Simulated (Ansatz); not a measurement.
LaN in space group P6_3mc (No. 186; La on 2b, N on 2b), DFT-r²SCAN in the program Ansatz with PAW potentials. The conduction-band minimum lies at Γ, with 1 equivalent valley. Second derivatives d²E/dk² of the lowest band at one valley (eV·Å²), along Cartesian directions:

| direction | d²E/dk² |
|---|---|
| [100] | 17.23 |
| [010] | 17.23 |
| [001] | 18.76 |
| [110] | 17.23 |
| [101] | 18.00 |
| [011] | 18.00 |

Find the principal effective masses, the density-of-states mass and the conductivity mass.

Off-diagonal terms follow from H_xy = H[110] − (H_xx + H_yy)/2, and m*/mₑ = 7.620 eV·Å² over each eigenvalue: 0.41, 0.44, 0.44. One valley's DOS mass (m₁m₂m₃)^(1/3) = 0.43, conductivity mass 3/(Σ 1/mᵢ) = 0.43 mₑ.

What effective density of states Nc follows at 300 K for parabolic valleys?

Nc = 2.509e19 × 1 × (0.43)^(3/2) ≈ 7.1e18 cm⁻³.

With the computed static dielectric constant 17.4 (mean of the diagonal), estimate a hydrogenic donor's binding energy and radius.

E = 13.606 eV × 0.43/17.4² ≈ 19 meV; a = 0.529 Å × ε/m* ≈ 21 Å. Semilocal masses tend to be too small when the gap is underestimated.

The workflow started from a Materials Project entry (that database holds measured and hypothetical structures alike); the Crystallography Open Database copy checked does not list it. COD files the formula under space group No. 225. Whether it is the stable phase at ambient conditions was not checked. Symmetry was held in the r²SCAN relaxation; whether a distortion lowers the energy is not shown. Spin–orbit coupling is left out wherever it is not named.

Potentials: the later of the program's two PAW sets.
